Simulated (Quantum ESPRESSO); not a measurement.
W2Mo2S7O, one run as intended and one with a planted mistake

A calculation, not a measurement. The program is pw.x of Quantum ESPRESSO 7.5 (plane-wave density functional theory). The cell is made up: 12 atoms on a layered 2H lattice, with randomly drawn elements, strain and displacements, not relaxed. PseudoDojo standard norm-conserving files (v0.5 for PBE, v0.4.1 for LDA and PBEsol) set the functional; there is no spin polarisation, spin-orbit coupling or dispersion term, and the masses in the input are unused placeholders.

Intended input:

```
&control calculation='scf', pseudo_dir='./dojo.nc.sr.pbe.v0_5.standard.upf', outdir='./o', disk_io='low', tprnfor=.true., tstress=.true. /
&system ibrav=0, nat=12, ntyp=4, nbnd=58, ecutwfc=84.00895049, nosym=.true., tot_charge=0,
 occupations='smearing', smearing='fd', degauss=0.0018374661
/
&electrons conv_thr=7.350e-09, electron_maxstep=60, /
ATOMIC_SPECIES
Mo 1.0 Mo.upf
O 1.0 O.upf
S 1.0 S.upf
W 1.0 W.upf
CELL_PARAMETERS angstrom
3.1664 0.0014 -0.0137
0.0025 5.4986 -0.0047
-0.0543 -0.0108 12.605
ATOMIC_POSITIONS angstrom
W -0.1028 1.8664 3.2029
W 1.5408 0.8903 9.496
Mo 1.5238 4.6249 3.1566
Mo -0.0503 3.5858 9.5033
S -0.0782 1.8199 7.8477
O -0.0127 1.7518 11.0259
S 1.5932 0.842 1.6
S 1.5975 0.9085 4.7131
S 1.5422 4.544 7.8746
S 1.5695 4.5611 11.0267
S 0.0886 3.6799 1.5132
S -0.0307 3.6809 4.7435
K_POINTS automatic
7 4 2 1 1 1
```

The log is shortened where brackets say so; the opening notice, blank lines, dates and the lines on written files are dropped, and the path of the files is cut. It prints rydbergs, bohrs and kilobars, and counts compression as positive stress. Where no state is partly filled, the Fermi energy that it prints is only some level between the filled and the empty states on the mesh, and need not lie in the true gap.

Log of the intended run:

```
     Program PWSCF v.7.5
     Parallel version (MPI & OpenMP), running on       4 processor cores
     Number of MPI processes:                 4
     Threads/MPI process:                     1
     [start-up lines left out]
     bravais-lattice index     =            0
     lattice parameter (alat)  =       5.9837  a.u.
     unit-cell volume          =    1480.9789 (a.u.)^3
     number of atoms/cell      =           12
     number of atomic types    =            4
     number of electrons       =       104.00
     number of Kohn-Sham states=           58
     kinetic-energy cutoff     =      84.0090  Ry
     charge density cutoff     =     336.0358  Ry
     scf convergence threshold =      7.3E-09
     mixing beta               =       0.7000
     number of iterations used =            8  plain     mixing
     Exchange-correlation= PBE
                           (   1   4   3   4   0   0   0)
     [axes and pseudopotential details left out]
   Cartesian axes
     site n.     atom                  positions (alat units)
         1        W      tau(   1) = (  -0.0324656   0.5894335   1.0115177  )
         2        W      tau(   2) = (   0.4866048   0.2811684   2.9989610  )
         3        Mo     tau(   3) = (   0.4812360   1.4606039   0.9968956  )
         4        Mo     tau(   4) = (  -0.0158854   1.1324425   3.0012665  )
         5        S      tau(   5) = (  -0.0246966   0.5747482   2.4784063  )
         6        O      tau(   6) = (  -0.0040108   0.5532414   3.4821235  )
         7        S      tau(   7) = (   0.5031534   0.2659146   0.5053009  )
         8        S      tau(   8) = (   0.5045114   0.2869162   1.4884586  )
         9        S      tau(   9) = (   0.4870469   1.4350546   2.4869017  )
        10        S      tau(  10) = (   0.4956686   1.4404550   3.4823761  )
        11        S      tau(  11) = (   0.0279810   1.1621606   0.4778884  )
        12        S      tau(  12) = (  -0.0096955   1.1624764   1.4980594  )
     number of k points=    28  Fermi-Dirac smearing, width (Ry)=  0.0018
                       cart. coord. in units 2pi/alat
        k(    1) = (   0.0716707   0.0720041   0.0631715), wk =   0.0714286
        k(    2) = (   0.0711273   0.0718969  -0.0624331), wk =   0.0714286
     [further k points left out]
     Dense  grid:   154081 G-vectors     FFT dimensions: (  36,  64, 144)
     Estimated max dynamical RAM per process >     390.65 MB
     Estimated total dynamical RAM >       1.42 GB
     Initial potential from superposition of free atoms
     starting charge     103.9959, renormalised to     104.0000
     Starting wfcs are   72 randomized atomic wfcs
     total cpu time spent up to now is        5.3 secs
     per-process dynamical memory:   285.4 Mb
     Self-consistent Calculation
     iteration #  1     ecut=    84.01 Ry     beta= 0.70
     Davidson diagonalization with overlap
     ethr =  1.00E-02,  avg # of iterations =  2.0
     total cpu time spent up to now is       15.0 secs
     total energy              =    -770.80465808 Ry
     estimated scf accuracy    <       2.16656946 Ry
     iteration #  2     ecut=    84.01 Ry     beta= 0.70
     Davidson diagonalization with overlap
     ethr =  2.08E-03,  avg # of iterations =  9.2
     total cpu time spent up to now is       33.3 secs
     total energy              =    -767.29732296 Ry
     estimated scf accuracy    <      48.46090529 Ry
     [iterations 3 to 19 left out]
     iteration # 20     ecut=    84.01 Ry     beta= 0.70
     Davidson diagonalization with overlap
     ethr =  3.45E-11,  avg # of iterations =  5.9
     total cpu time spent up to now is      231.2 secs
     total energy              =    -772.20534703 Ry
     estimated scf accuracy    <       0.00000001 Ry
     iteration # 21     ecut=    84.01 Ry     beta= 0.70
     Davidson diagonalization with overlap
     ethr =  1.32E-11,  avg # of iterations =  2.0
     total cpu time spent up to now is      239.3 secs
     End of self-consistent calculation
     [lines on levels left out]
     the Fermi energy is    10.5290 ev
!    total energy              =    -772.20534702 Ry
     estimated scf accuracy    <          2.4E-09 Ry
     smearing contrib. (-TS)   =      -0.00000000 Ry
     internal energy E=F+TS    =    -772.20534702 Ry
     The total energy is F=E-TS. E is the sum of the following terms:
     one-electron contribution =    -371.67815583 Ry
     hartree contribution      =     226.33177235 Ry
     xc contribution           =    -159.46901685 Ry
     ewald contribution        =    -467.38994669 Ry
     convergence has been achieved in  21 iterations
     Forces acting on atoms (cartesian axes, Ry/au):
     atom    1 type  4   force =     0.09269399   -0.01068544   -0.06277706
     atom    2 type  4   force =    -0.00662005    0.04746759    0.05726786
     atom    3 type  1   force =     0.05542569   -0.06489338   -0.00868984
     atom    4 type  1   force =     0.01643061   -0.01796458    0.01620230
     atom    5 type  3   force =     0.00927614   -0.02699599    0.05847577
     atom    6 type  2   force =    -0.00383536   -0.00281400   -0.17603557
     atom    7 type  3   force =    -0.03577043    0.05665269   -0.00384258
     atom    8 type  3   force =    -0.04823856    0.01487176    0.03055082
     atom    9 type  3   force =    -0.00500033    0.00861006    0.04441867
     atom   10 type  3   force =    -0.01005574   -0.00757466    0.00324737
     atom   11 type  3   force =    -0.05241199   -0.00894242    0.04459892
     atom   12 type  3   force =    -0.01189397    0.01226839   -0.00341667
     Total force =     0.277542     Total SCF correction =     0.000256
     Computing stress (Cartesian axis) and pressure
          total   stress  (Ry/bohr**3)                   (kbar)     P=      -51.58
  -0.00031835   0.00005794   0.00003486          -46.83        8.52        5.13
   0.00005794  -0.00025662  -0.00001946            8.52      -37.75       -2.86
   0.00003486  -0.00001946  -0.00047689            5.13       -2.86      -70.15
     init_run     :      4.98s CPU      5.18s WALL (       1 calls)
     electrons    :    231.45s CPU    234.06s WALL (       1 calls)
     forces       :      1.99s CPU      2.03s WALL (       1 calls)
     stress       :      6.71s CPU      6.93s WALL (       1 calls)
     [timing details left out]
     PWSCF        :   4m 5.30s CPU   4m 8.43s WALL
     JOB DONE.
```

A second run has one planted mistake: the plane-wave cutoff is too low. The input lines that differ, file-writing options aside:

```
- &system ibrav=0, nat=12, ntyp=4, nbnd=58, ecutwfc=84.00895049, nosym=.true., tot_charge=0,
+ &system ibrav=0, nat=12, ntyp=4, nbnd=58, ecutwfc=52.11053885, nosym=.true., tot_charge=0,
```

Its log:

```
     Program PWSCF v.7.5
     Parallel version (MPI & OpenMP), running on       4 processor cores
     Number of MPI processes:                 4
     Threads/MPI process:                     1
     [start-up lines left out]
     bravais-lattice index     =            0
     lattice parameter (alat)  =       5.9837  a.u.
     unit-cell volume          =    1480.9789 (a.u.)^3
     number of atoms/cell      =           12
     number of atomic types    =            4
     number of electrons       =       104.00
     number of Kohn-Sham states=           58
     kinetic-energy cutoff     =      52.1105  Ry
     charge density cutoff     =     208.4422  Ry
     scf convergence threshold =      7.3E-09
     mixing beta               =       0.7000
     number of iterations used =            8  plain     mixing
     Exchange-correlation= PBE
                           (   1   4   3   4   0   0   0)
     [axes and pseudopotential details left out]
   Cartesian axes
     site n.     atom                  positions (alat units)
         1        W      tau(   1) = (  -0.0324656   0.5894335   1.0115177  )
         2        W      tau(   2) = (   0.4866048   0.2811684   2.9989610  )
         3        Mo     tau(   3) = (   0.4812360   1.4606039   0.9968956  )
         4        Mo     tau(   4) = (  -0.0158854   1.1324425   3.0012665  )
         5        S      tau(   5) = (  -0.0246966   0.5747482   2.4784063  )
         6        O      tau(   6) = (  -0.0040108   0.5532414   3.4821235  )
         7        S      tau(   7) = (   0.5031534   0.2659146   0.5053009  )
         8        S      tau(   8) = (   0.5045114   0.2869162   1.4884586  )
         9        S      tau(   9) = (   0.4870469   1.4350546   2.4869017  )
        10        S      tau(  10) = (   0.4956686   1.4404550   3.4823761  )
        11        S      tau(  11) = (   0.0279810   1.1621606   0.4778884  )
        12        S      tau(  12) = (  -0.0096955   1.1624764   1.4980594  )
     number of k points=    28  Fermi-Dirac smearing, width (Ry)=  0.0018
                       cart. coord. in units 2pi/alat
        k(    1) = (   0.0716707   0.0720041   0.0631715), wk =   0.0714286
        k(    2) = (   0.0711273   0.0718969  -0.0624331), wk =   0.0714286
     [further k points left out]
     Dense  grid:    75317 G-vectors     FFT dimensions: (  27,  48, 120)
     Estimated max dynamical RAM per process >     195.07 MB
     Estimated total dynamical RAM >     725.12 MB
     Check: negative core charge=   -0.000022
     Initial potential from superposition of free atoms
     starting charge     103.9959, renormalised to     104.0000
     Starting wfcs are   72 randomized atomic wfcs
     total cpu time spent up to now is        3.0 secs
     per-process dynamical memory:   144.0 Mb
     Self-consistent Calculation
     iteration #  1     ecut=    52.11 Ry     beta= 0.70
     Davidson diagonalization with overlap
     ethr =  1.00E-02,  avg # of iterations =  2.0
     total cpu time spent up to now is        7.5 secs
     total energy              =    -770.76880328 Ry
     estimated scf accuracy    <       2.11305738 Ry
     iteration #  2     ecut=    52.11 Ry     beta= 0.70
     Davidson diagonalization with overlap
     ethr =  2.03E-03,  avg # of iterations =  7.8
     total cpu time spent up to now is       15.9 secs
     total energy              =    -767.26650195 Ry
     estimated scf accuracy    <      47.40736035 Ry
     [iterations 3 to 19 left out]
     iteration # 20     ecut=    52.11 Ry     beta= 0.70
     Davidson diagonalization with overlap
     ethr =  1.49E-11,  avg # of iterations =  5.6
     total cpu time spent up to now is      109.5 secs
     total energy              =    -772.11756063 Ry
     estimated scf accuracy    <       0.00000001 Ry
     iteration # 21     ecut=    52.11 Ry     beta= 0.70
     Davidson diagonalization with overlap
     ethr =  1.10E-11,  avg # of iterations =  2.0
     total cpu time spent up to now is      113.2 secs
     End of self-consistent calculation
     [lines on levels left out]
     the Fermi energy is    10.5305 ev
!    total energy              =    -772.11756063 Ry
     estimated scf accuracy    <          3.5E-09 Ry
     smearing contrib. (-TS)   =      -0.00000000 Ry
     internal energy E=F+TS    =    -772.11756063 Ry
     The total energy is F=E-TS. E is the sum of the following terms:
     one-electron contribution =    -371.52273217 Ry
     hartree contribution      =     226.24474288 Ry
     xc contribution           =    -159.44962464 Ry
     ewald contribution        =    -467.38994670 Ry
     convergence has been achieved in  21 iterations
     Forces acting on atoms (cartesian axes, Ry/au):
     atom    1 type  4   force =     0.09280394   -0.01065423   -0.06280019
     atom    2 type  4   force =    -0.00641829    0.04755386    0.05738842
     atom    3 type  1   force =     0.05547720   -0.06490906   -0.00871007
     atom    4 type  1   force =     0.01651990   -0.01796697    0.01604430
     atom    5 type  3   force =     0.00934615   -0.02702463    0.05834608
     atom    6 type  2   force =    -0.00474505   -0.00269265   -0.17601780
     atom    7 type  3   force =    -0.03572334    0.05657458   -0.00379779
     atom    8 type  3   force =    -0.04820149    0.01480862    0.03067183
     atom    9 type  3   force =    -0.00493375    0.00857786    0.04435006
     atom   10 type  3   force =    -0.00998133   -0.00757477    0.00323102
     atom   11 type  3   force =    -0.05232493   -0.00894555    0.04459594
     atom   12 type  3   force =    -0.01181901    0.01225294   -0.00330179
     Total force =     0.277550     Total SCF correction =     0.000404
     Computing stress (Cartesian axis) and pressure
          total   stress  (Ry/bohr**3)                   (kbar)     P=     -102.25
  -0.00066350   0.00005766   0.00003513          -97.60        8.48        5.17
   0.00005766  -0.00060141  -0.00001942            8.48      -88.47       -2.86
   0.00003513  -0.00001942  -0.00082030            5.17       -2.86     -120.67
     init_run     :      2.60s CPU      2.70s WALL (       1 calls)
     electrons    :    109.72s CPU    110.19s WALL (       1 calls)
     forces       :      0.98s CPU      1.00s WALL (       1 calls)
     stress       :      3.27s CPU      3.36s WALL (       1 calls)
     [timing details left out]
     PWSCF        :   1m56.87s CPU   1m57.60s WALL
     JOB DONE.
```

```
                                            intended run  run with the mistake
                          free energy (eV)    -10506.389            -10505.195
                    smearing term -TS (eV)        0.0000                0.0000
                            pressure (GPa)         -5.16                -10.22
            largest force component (eV/Å)         4.526                 4.526
largest change of a force component (eV/Å)                               0.023
                                iterations            21                    21
```

For scale, a rerun of the intended cell at a cutoff of 1437 eV and k mesh 9 x 6 x 4 moved values by no more than 0.003 eV in energy, 0.02 GPa in stress and 0.003 eV/Å in force.